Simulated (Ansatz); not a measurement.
Q: Each is relaxed and computed with PBE (plane waves, PAW; program Ansatz). Which is the only metal?
(A) SiSe2, Ibam (Se on 8j, Si on 4a)
(B) MgH2, rutile
(C) Mg2Si, P-3m1 (Si on 1a, Mg on 2d)
(D) KMgF3, cubic perovskite

A: C, Mg2Si, P-3m1 (Si on 1a, Mg on 2d). Mg2Si: metal; KMgF3: gap 6.96 eV (indirect); SiSe2: gap 2.21 eV (indirect); MgH2: gap 3.72 eV (indirect). Constructed cells (a structure type filled with these elements, in neither database checked): Mg2Si, P-3m1 (Si on 1a, Mg on 2d). Not the usual ambient phase: Mg2Si, P-3m1 (Si on 1a, Mg on 2d). Relaxed far from the usual cell of the phase: SiSe2, Ibam (Se on 8j, Si on 4a). Weakly bound layers, chains or molecules computed without a dispersion correction, so cells and soft constants are ill determined: SiSe2, Ibam (Se on 8j, Si on 4a). All cells were relaxed under the symmetry of their starts (and spin orders); stability against distortions was not tested throughout. Spin–orbit coupling is left out wherever it is not named.

Potentials: the later of the program's two PAW sets.
